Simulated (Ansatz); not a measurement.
Phonon dispersion of Ga3AsP2

Theory: DFT PBE, scalar-relativistic, plane waves, PAW in Ansatz. Cutoff 420 eV, 12×12×2 k-points (Γ-centred), fixed occupations. No spin polarisation. Phonons by linear response, acoustic sum rule imposed.

The cell, relaxed at this level:
```
Ga P As
1.0
     3.93612    0.00000    0.00000
    -1.96806    3.40878    0.00000
     0.00000    0.00000   19.46933
Ga P As
6 4 2
Direct
  0.33333 0.66667 0.32996
  0.33333 0.66667 0.66666
  0.33333 0.66667 0.00346
  0.66667 0.33333 0.16666
  0.66667 0.33333 0.50346
  0.66667 0.33333 0.82996
  0.33333 0.66667 0.12631
  0.33333 0.66667 0.78989
  0.66667 0.33333 0.28989
  0.66667 0.33333 0.62631
  0.33333 0.66667 0.45773
  0.66667 0.33333 0.95773
```

The structure comes from a generated guess, relaxed at this level; another structure or a mixture of phases may lie lower. The q mesh is coarse, so values between its points are rough. The run warned that its linear response isn't converged on this k mesh, so dielectric tensors, Born charges and infrared intensities are rough, and the frequencies may be too.

Force constants from linear response on a 2×2×1 q mesh.

Question: Is the structure dynamically stable on this mesh?

Answer: Yes, on this mesh: no mode is imaginary.

Question: Give the frequencies (cm⁻¹; i marks imaginary ones) at the irreducible q points, in fractions of the reciprocal vectors, the Γ row without the LO field.

Answer:
```tsv
q	star	frequencies
0.000 0.000 0.000	1	0 0 0 42 42 47 47 61 61 71 71 72 72 96 106 175 186 218 257 258 262 262 262 262 325 325 326 326 331 331 332 332 340 355 356 367
0.000 -0.500 0.000	3	62 66 82 88 88 89 92 97 99 100 110 119 187 203 207 209 214 216 240 241 250 252 257 257 324 324 324 325 326 327 330 330 342 346 348 348
```
